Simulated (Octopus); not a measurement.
BeTe (F-43m, No. 216), cubic lattice constant 5.663 Å. The cell is a database entry, not relaxed again.

Level: LDA. Code: Octopus 16.4. Numerical set-up: grid spacing about 0.15 Å, Γ-centred 6×6×6 k-mesh, Fermi-Dirac smearing of 0.01 eV, no spin polarisation; PseudoDojo 0.4 LDA potentials. Spin-orbit coupling is left out. The cell is scaled uniformly. Energies of the lowest empty band count from each cell's highest valence level among the special points, at Γ; they are Kohn-Sham values at fixed points of the zone. The level at Γ is left out: two levels cross there within the series.

```
a (Å)  ln(V/V₀)  X (eV)  L (eV)
-----  --------  ------  ------
5.408   -0.1381   1.585   3.418
5.465   -0.1069   1.668   3.322
5.521   -0.0760   1.747   3.229
5.578   -0.0453   1.821   3.139
5.635   -0.0150   1.891   3.051
5.663    0.0000       ?       ?
5.720    0.0299   1.989   2.924
```

V₀ is the volume of the database cell.

### Question
Fit each column by a quadratic in ln V through the rows shown. Give the volume deformation potentials dE/d ln V at the withheld row, and predict that row.

### Answer
Fits: X: 1.925 +2.20 x −1.9 x²; L: 3.008 −2.85 x +0.8 x², with x = ln(V/V₀). At x = 0.0000 the slopes are +2.2 eV (X), −2.8 eV (L). Predicted against computed: 1.925 against 1.925 eV, 3.008 against 3.008 eV.

The lowest of these levels is that at X in all rows.
